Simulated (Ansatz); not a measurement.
Ca: stationary points along a deformation path

Computed with Ansatz, DFT LDA, scalar-relativistic, plane waves, PAW. Cutoff 420 eV, Γ-centred 16×16×16 k-points, Gaussian smearing of 0.15 eV. No spin polarisation. Energies are free energies at this smearing, counted from the undisturbed cell; pressure is positive in compression.

The undisturbed cell (as given, not relaxed at this level; it stands at -2.1 GPa):

```yaml
crystal:
  lattice:
    - [0.00000, 2.79420, 2.79420]
    - [2.79420, 0.00000, 2.79420]
    - [2.79420, 2.79420, 0.00000]
  atoms:
    - { symbol: Ca, position: [0.00000, 0.00000, 0.00000] }
```

At fixed volume and fractional coordinates, lengths along (0.000, 0.000, 1.000) are scaled against those across it; ρ is that ratio over its starting value. V = 43.632 Å³/atom. Δσ is the stress along the axis less the mean stress across it (compression positive).

```csv
ρ,ΔE (meV/atom),Δσ (GPa),space group
0.650,15.3,0.12,I4/mmm
0.707,15.2,0.00,Im-3m
0.780,13.1,0.23,I4/mmm
0.850,8.4,0.36,I4/mmm
0.920,3.1,0.34,I4/mmm
0.960,0.9,0.22,I4/mmm
1.000,0.0,0.00,Fm-3m
1.050,1.8,-0.43,I4/mmm
1.100,7.9,-1.04,I4/mmm
1.200,35.5,-2.43,I4/mmm
1.300,79.8,-3.76,I4/mmm
1.414,151.1,-5.61,I4/mmm
1.500,218.1,-6.88,I4/mmm
```

Task: How does the stress give the slope of the energy, and where is the energy stationary?

Result: Along the path d ln(length) is 2/3 d ln ρ on the axis and −1/3 d ln ρ across it, so dE/d ln ρ = −(2/3) V Δσ: the energy falls with ρ where Δσ is positive. Δσ vanishes or changes sign at ρ = 0.707 (Im-3m), a stationary point at 15.2 meV/atom; at ρ = 1.000 (Fm-3m), a minimum at 0.0 meV/atom. Pairs of stationary points between two samples would go unseen, and could change a minimum read from distant neighbours into a maximum. At ρ = 0.707, 1.000 the cell is cubic, where symmetry alone makes the stress isotropic and the slope zero.

Task: Which shear constant sets the curvature at ρ = 1?

Result: For a cubic crystal E/V = (2/3) C (ln ρ)² with C = C′ = (C11 − C12)/2, so Δσ = −2C ln ρ. The parabola of Δσ against ln ρ through ρ = 0.960, 1 and 1.050 gives C ≈ 3.5 GPa with the ions clamped, rough because the steps are large. It is the stress–strain coefficient at this cell's pressure of -2.1 GPa, not the zero-pressure constant.

Task: Integrate that slope from ρ = 1 to 0.850 by the trapezoid rule.

Result: With V/N in Å³ and 1 eV/Å³ = 160.2 GPa the slopes at ρ = 1.000, 0.960, 0.920, 0.850 are 0, -40, -62, -65 meV/atom per unit of ln ρ. The steps add 0.8 + 2.2 + 5.0 = 8.0 meV/atom, against 8.4 from the energies; the trapezoid rule misses the curvature of the slope within each step.

In a metal these slopes depend on the k mesh and the smearing.